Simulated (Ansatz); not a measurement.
# Notes on LaGeS

```yaml
crystal:
  lattice:
    - [3.95997, 0.00000, 0.00000]
    - [0.00000, 3.95997, 0.00000]
    - [0.00000, 0.00000, 8.62961]
  atoms:
    - { symbol: Ge, position: [0.00000, 0.50000, 0.63200] }
    - { symbol: Ge, position: [0.50000, 0.00000, 0.36800] }
    - { symbol: S, position: [0.00000, 0.00000, 0.00000] }
    - { symbol: S, position: [0.50000, 0.50000, 0.00000] }
    - { symbol: La, position: [0.00000, 0.50000, 0.28880] }
    - { symbol: La, position: [0.50000, 0.00000, 0.71120] }
```

Method: r2SCAN, no spin polarisation; PAW, plane waves to 500 eV, 9×9×4 Γ-centred mesh, fermi-dirac occupations (width 0.0707 eV) (Ansatz 0.2.0), atoms fixed.

Where is the largest force?

The largest is on La5 (and as large on other atoms): 2.11 eV/Å, components (0.00, 0.00, -2.11). It makes 104° with the line to a nearest neighbour, Ge2 at 2.88 Å.

Give the Bader charges.

Bader charges in e: La +1.38, Ge -0.81, S -0.56. In the mean La gives up most and Ge takes most.

Is there a gap?

It is a metal, with about 3.3 states/eV a cell as the mean within 0.25 eV of the Fermi level, mostly Ge p (40 %), S p (26 %) and La d (21 %).

Is the cell too large or too small?

The pressure is 6.6 GPa (compression positive), so with the atoms held at these fractions the cell would first expand; the forces are large, so a full relaxation may end otherwise. The principal stresses -1.4, 10.5, 10.5 GPa differ, so its shape would change too.

Describe some of the short contacts.

S–S at 2.80 Å: least valence density 0.26 e/Å³ and ELF 0.34 there. Ge–La at 2.88 Å: least valence density 0.30 e/Å³ and ELF 0.38 there. S–La at 3.18 Å: least valence density 0.15 e/Å³ and ELF 0.11 there. Both are smooth PAW fields, read partly inside the augmentation spheres.

Origin: a known structure type with other elements, at an estimated volume, so it need not be a known compound. Caveats: many states at the Fermi level without spin polarisation, so a magnetic state may lie lower; atoms or cell far from equilibrium; f levels without a U or exact exchange are poorly placed.
